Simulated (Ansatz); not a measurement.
**Ir, first-principles data**

Ir:
```
CELL_PARAMETERS angstrom
      2.70664     0.00000     0.00000
     -1.35332     2.34402     0.00000
      0.00000     0.00000     4.38157
ATOMIC_POSITIONS crystal
  Ir 0.66667 0.33333 0.75000
  Ir 0.33333 0.66667 0.25000
```

Space group P6_3/mmc (No. 194), hcp (Mg type); conventional cell a = b = 2.707 Å, c = 4.382 Å, α = β = 90.00°, γ = 120.00°.

Method: LDA (plane waves, PAW; program Ansatz). Structure relaxed to zero pressure with the same functional. Other levels are named where they apply.

**Cell and energy**

Volume per atom: 13.90 Å³
Density: 22.96 g/cm³

**Electronic structure**

- Electronic character: metallic (no gap)
- Density of states at the Fermi level: 1.1 states/eV per atom (mean over ±0.08 eV)

**Mechanics**

- Bulk modulus (Birch–Murnaghan fit) = 401 GPa
- Pressure derivative B′ = 5.0
- Elastic constants (relaxed ions, GPa) = C11 = 684, C12 = 234, C13 = 274, C33 = 684, C44 = 108
- Mechanical stability = stable (all eigenvalues of C positive)
- Hill bulk and shear moduli = 401 and 163 GPa
- Young's modulus = 431 GPa
- Poisson's ratio = 0.32
- Debye temperature from the elastic constants = 370 K

**Phonons**

- Highest zone-centre frequency = 209 cm⁻¹
- Zone-centre stability = no imaginary mode at Γ

The workflow started from a Materials Project entry (that database holds measured and hypothetical structures alike); the Crystallography Open Database copy checked does not list it. It is not the phase usual at ambient conditions (space group No. 225). The cell was relaxed with LDA under the symmetry of its start. The run is not spin-polarised. As this level gives no gap, shear constants depend on the k-mesh and smearing (Fermi–Dirac, 0.1 eV here). As this level gives no gap, phonon frequencies hold no LO–TO term and depend on the k-mesh and smearing (Fermi–Dirac, 0.1 eV here). Axis ratios of metals converge slowly with the k-mesh, so a and c are less sure than the volume. On the denser mesh and wider smearing of the elastic run this cell carries a stress of 0.9 GPa. Spin–orbit coupling is left out wherever it is not named.

Potentials: the later of the program's two PAW sets.
